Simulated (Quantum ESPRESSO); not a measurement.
## Calculated data, Hf3TaNO7 (made-up cell)

All values are calculated (Quantum ESPRESSO 7.5). Calculation on a made-up crystal cell, not a measurement, run twice, once with a planted mistake found by running each candidate: periodic Kohn-Sham density functional theory in plane waves with PseudoDojo standard norm-conserving scalar-relativistic pseudopotentials, each functional with its own files (v0.5 for PBE, v0.4.1 for LDA and PBEsol), no spin polarisation, no spin-orbit coupling, atoms not relaxed, stress positive in tension, energies less a fixed whole-eV offset for each atom's element; levels are Kohn-Sham levels at fractions of this cell's reciprocal vectors, counted from the reference band (half the neutral cell's valence electrons, rounded up) at Gamma; error bars cover cutoff and k-mesh only, not smearing or the files; each bar is the largest change over components, and at least 0.002 eV, 0.002 eV per angstrom or 0.02 GPa; a charged cell sits in a uniform background, with energy and stress on this program's zero of potential; no dispersion term; energies are for the whole cell, and the offsets were chosen from early runs and are not element reference energies; a distance is the largest change of any value in units of its error bar (the energy's for the smearing term), a scale change is of lengths, and a coarse mesh keeps the half-step shift.

### Hf3TaNO7 (made-up cell)

Intended structure:
```
Hf3TaNO7
1.0
      4.7000    -0.0441     0.0172
     -0.0441     4.7125    -0.0523
      0.0228    -0.0692     6.3409
Ta Hf O N O
1 3 1 1 6
Direct
  -0.00406 -0.00858 -0.00501
  0.47708 0.48995 0.24615
  0.01225 -0.01428 0.49514
  0.52133 0.49247 0.75248
  0.31042 0.28267 0.01262
  0.72302 0.67792 -0.00400
  0.81175 0.22401 0.24344
  0.16441 0.79964 0.23787
  0.28746 0.30535 0.48271
  0.70152 0.68917 0.50141
  0.77442 0.17764 0.73926
  0.22383 0.80690 0.75378
```

```
lattice type                         : rutile, doubled along c
intended functional                  : pbe
intended cutoff                      : 1143 eV
intended fermi dirac smearing        : 0.025 eV
intended scf tolerance               : 1e-07 eV
intended electrons removed           : 0
healthy free energy less offsets     : -6.626 eV
healthy scf iterations               : 15
healthy smearing term minus ts       : 0 eV
healthy pressure                     : 18.41 GPa
healthy stress xx                    : -18.51 GPa
healthy stress yy                    : -19.2 GPa
healthy stress zz                    : -17.52 GPa
healthy stress yz                    : -3.54 GPa
healthy stress xz                    : 0.34 GPa
healthy stress xy                    : -2.72 GPa
healthy reference band               : 48
faulty free energy less offsets      : -6.452 eV
faulty scf iterations                : 15
faulty smearing term minus ts        : 0 eV
faulty pressure                      : 18.44 GPa
faulty stress xx                     : -18.09 GPa
faulty stress yy                     : -19.94 GPa
faulty stress zz                     : -17.3 GPa
faulty stress yz                     : -4.28 GPa
faulty stress xz                     : 1.33 GPa
faulty stress xy                     : -2.72 GPa
faulty reference band                : 48
candidate k points along each vector : 2
candidate cutoff                     : 718 eV
candidate smearing                   : 0.4 eV
candidate functional                 : lda
candidate scf tolerance              : 0.05 eV
candidate electrons removed          : 1
candidate scale change               : 1.82 percent
candidate first exchanged site       : 5
candidate second exchanged site      : 6
intended k mesh                      : 5 x 5 x 4, shifted by half a step
structure shown                      : as intended, without the mistake
fault kind                           : atoms exchanged
other mistakes compared              : 7
distance from healthy                : 2283 error bars
distance from nearest other mistake  : 2181 error bars
healthy error bar energy             : 0.003789 eV
healthy error bar stress             : 0.02807 GPa
healthy error bar force              : 0.002 eV/Å
healthy error bar next band up       : 0.002 eV
```

Atoms:
| atoms element | atom site | atom energy offset (eV) |
| --- | --- | --- |
| Ta | 1 | -1770 |
| Hf | 2 | -1535 |
| Hf | 3 | -1535 |
| Hf | 4 | -1535 |
| O | 5 | -452 |
| N | 6 | -283 |
| O | 7 | -452 |
| O | 8 | -452 |
| O | 9 | -452 |
| O | 10 | -452 |
| O | 11 | -452 |
| O | 12 | -452 |

Healthy forces:
| site | x (eV/Å) | y (eV/Å) | z (eV/Å) |
| --- | --- | --- | --- |
| 1 | -2.646 | -1.234 | -0.025 |
| 2 | 2.242 | 1.623 | 0.14 |
| 3 | -1.162 | 0.25 | 0.594 |
| 4 | -0.94 | 0.935 | -0.149 |
| 5 | -0.834 | -0.533 | -2.127 |
| 6 | 0.453 | 1.672 | 0.329 |
| 7 | 0.952 | -2.041 | -0.324 |
| 8 | 1.335 | -0.105 | -0.749 |
| 9 | 0.175 | 0.134 | 1.701 |
| 10 | -0.534 | -0.208 | -0.272 |
| 11 | 2.666 | -1.959 | 0.773 |
| 12 | -1.707 | 1.464 | 0.109 |

Healthy levels:
| level k point | next band up (eV) |
| --- | --- |
| Gamma | 2.221 |
| (1/2,1/2,1/2) | 2.742 |
| (0.15,0,0) | 2.335 |
| (0,0.15,0) | 2.331 |
| (0,0,0.15) | 2.305 |

Faulty forces:
| site | x (eV/Å) | y (eV/Å) | z (eV/Å) |
| --- | --- | --- | --- |
| 1 | 1.793 | 3.332 | 0.459 |
| 2 | 1.306 | 0.737 | 0.168 |
| 3 | -0.993 | 0.418 | 0.46 |
| 4 | -2.056 | -0.096 | -0.062 |
| 5 | -1.977 | -1.471 | -2.79 |
| 6 | -0.351 | 0.447 | 0.207 |
| 7 | 0.736 | -2.33 | -0.27 |
| 8 | 0.672 | -0.319 | -0.926 |
| 9 | 0.472 | 0.376 | 1.847 |
| 10 | -0.165 | 0.142 | -0.039 |
| 11 | 2.507 | -2.186 | 0.877 |
| 12 | -1.944 | 0.953 | 0.068 |

Faulty levels:
| level k point | next band up (eV) |
| --- | --- |
| Gamma | 2.043 |
| (1/2,1/2,1/2) | 2.542 |
| (0.15,0,0) | 2.151 |
| (0,0.15,0) | 2.152 |
| (0,0,0.15) | 2.124 |

Candidate mistake: coarse kmesh, low cutoff, wide smearing, wrong functional, loose scf, wrong charge, cell scaled, atoms exchanged

Notes: the hafnium pseudopotential is less sure than the others, with forces about 3 percent (worst 6) and pressure in oxides about 1.5 GPa (worst 2.7) from a second method in checks, which the error bars do not cover.
